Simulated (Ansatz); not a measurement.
Consider the following.

N:
```cif
data_N4
_chemical_formula_sum 'N4'
_space_group_name_H-M_alt 'P42/mnm'
_space_group_IT_number 136
_space_group_name_Hall '-P 4n 2n'
_cell_length_a 4.05922
_cell_length_b 4.05922
_cell_length_c 5.23534
_cell_angle_alpha 90.000
_cell_angle_beta 90.000
_cell_angle_gamma 90.000
loop_
_atom_site_label
_atom_site_type_symbol
_atom_site_symmetry_multiplicity
_atom_site_Wyckoff_symbol
_atom_site_fract_x
_atom_site_fract_y
_atom_site_fract_z
_atom_site_occupancy
N1 N 4 f 0.09520 0.09520 0.00000 1
```

This is the r²SCAN+D4-relaxed structure.

All from r²SCAN+D4 (plane waves, PAW; program Ansatz), unless another level is named. Predict the HSE06 gap on the r²SCAN+D4 cell.

9.30 eV.

Predict the electron effective mass.

1.1, 1.1, 2.5 mₑ (principal values).

And the smallest direct gap on the standard path?

7.86 eV.

Predict the conduction-band minimum.

at Γ.

Predict the valence-band maximum.

at A.

Space group P4_2/mnm. The first step of the workflow began from a Materials Project structure, measured or hypothetical; the Crystallography Open Database copy checked does not list it. It is not the usual solid phase (space group No. 205). The r²SCAN+D4 relaxation kept the symmetry of its start; phonons on a q-mesh show weakly imaginary modes. The substance is a gas or liquid at ambient conditions.

Potentials: the later of the program's two PAW sets.
